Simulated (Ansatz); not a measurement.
# Ni: computed DOS

```yaml
crystal:
  lattice:
    - [0.00000, 1.76795, 1.76795]
    - [1.76795, 0.00000, 1.76795]
    - [1.76795, 1.76795, 0.00000]
  atoms:
    - { symbol: Ni, position: [0.00000, 0.00000, 0.00000] }
```

The conventional cell has a = 3.536 Å, b = 3.536 Å, c = 3.536 Å, α = 90.00°, β = 90.00°, γ = 90.00°. Around Ni (atom 1) lie 12 Ni at 2.50 Å.

The geometry is COD entry 2100640, unchecked; take it as a test cell.

All numbers below come from DFT, PBE, all-electron LAPW, scalar-relativistic in Ansatz 0.2.0.

The runs use a Γ-centred 18×18×18 k mesh, Fermi–Dirac smearing of 0.05 eV, basis error target 0.25 meV/atom, spin-polarised from start moments Ni 1.5 μB, ending with a cell moment of 0.62 μB.

(1) Which of the resolved shells contributes most within 0.3 eV of the Fermi level?

(2) Where is the centre of the filled Ni 3d states between -14 eV and the top of the filled states?

(3) Tabulate the density of states.

Results:

(1) Ni 3d, with 95 % of all states there; Ni 4s follows with 4 %.

(2) -2.06 eV from the Fermi level.

(3) States per eV and cell, averaged over 0.4 eV, from -5.8 to 3.6 eV, with energies (bin centres) from the Fermi level; empty bins are left out. The partial columns, the largest 2 alone, are projections on Löwdin-orthogonalised atomic shells (those that the program's projection atoms carry: the occupied ones and, for some elements, an empty d or f shell; other empty shells have no column), summed over atoms of an element and both spins. Weights on diffuse s and p shells depend on that basis and aren't pure angular character.
```tsv
E (eV)	spin-up	spin-down	Ni 3d	Ni 4s
-5.7	0.11	0.10	0.03	0.16
-5.3	0.14	0.12	0.06	0.19
-4.9	0.25	0.15	0.17	0.23
-4.5	0.50	0.25	0.48	0.27
-4.1	0.73	0.48	0.94	0.24
-3.7	0.98	0.52	1.31	0.15
-3.3	0.84	0.82	1.54	0.06
-2.9	1.13	0.84	1.86	0.04
-2.5	1.41	0.83	2.10	0.06
-2.1	1.47	1.23	2.54	0.07
-1.7	1.04	1.38	2.28	0.06
-1.3	1.42	1.30	2.61	0.05
-0.9	1.59	1.25	2.77	0.04
-0.5	1.16	1.13	2.23	0.04
-0.1	0.18	1.37	1.48	0.05
0.3	0.16	1.10	1.16	0.07
0.7	0.16	0.20	0.23	0.09
1.1	0.14	0.18	0.17	0.10
1.5	0.14	0.17	0.14	0.10
1.9	0.13	0.16	0.11	0.10
2.3	0.13	0.15	0.09	0.10
2.7	0.13	0.14	0.07	0.09
3.1	0.12	0.13	0.06	0.08
3.5	0.11	0.12	0.05	0.07
```
